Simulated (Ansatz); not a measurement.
SiMo$_{3}$:
```
SiMo3
1.0
    4.90475     0.00000     0.00000
    0.00000     4.90475     0.00000
    0.00000     0.00000     4.90475
Si Mo
2 6
Direct
  0.50000   0.50000   0.50000
  0.00000   0.00000   0.00000
  0.00000   0.50000   0.25000
  0.00000   0.50000   0.75000
  0.25000   0.00000   0.50000
  0.75000   0.00000   0.50000
  0.50000   0.25000   0.00000
  0.50000   0.75000   0.00000
```

Relaxed with PBE. Special points in fractions of this cell's reciprocal vectors: Γ (0.000, 0.000, 0.000); X (0.000, 0.500, 0.000); M (0.500, 0.500, 0.000); R (0.500, 0.500, 0.500).

Problem. List the band energies nearest the Fermi level at these points for PBE in the plane-wave PAW code Ansatz.

Solution. In eV from the Fermi level; about four levels below and three above (degenerate sets whole), none deeper than 8.9 eV; points with the same levels are listed once.

| k | below | above |
|---|---|---|
| Γ | -2.15 -2.15 -2.15 -1.56 -1.56 | 1.22 1.22 1.22 |
| X | -2.42 -2.42 -1.71 -1.71 | 0.21 0.21 0.91 0.91 |
| M | -0.80 -0.69 -0.49 -0.14 | 0.21 0.83 1.04 1.04 |
| R | -1.22 -1.22 -1.22 -1.22 -1.22 -1.22 | 1.24 1.24 1.24 1.24 1.24 1.24 |

Space group Pm-3n (A15 (Cr3Si type)). The cell was relaxed with PBE under the symmetry of its start. The run is not spin-polarised. Scalar-relativistic: spin–orbit coupling is off unless named, which matters more the heavier the elements.

Potentials: the earlier of the program's two PAW sets.
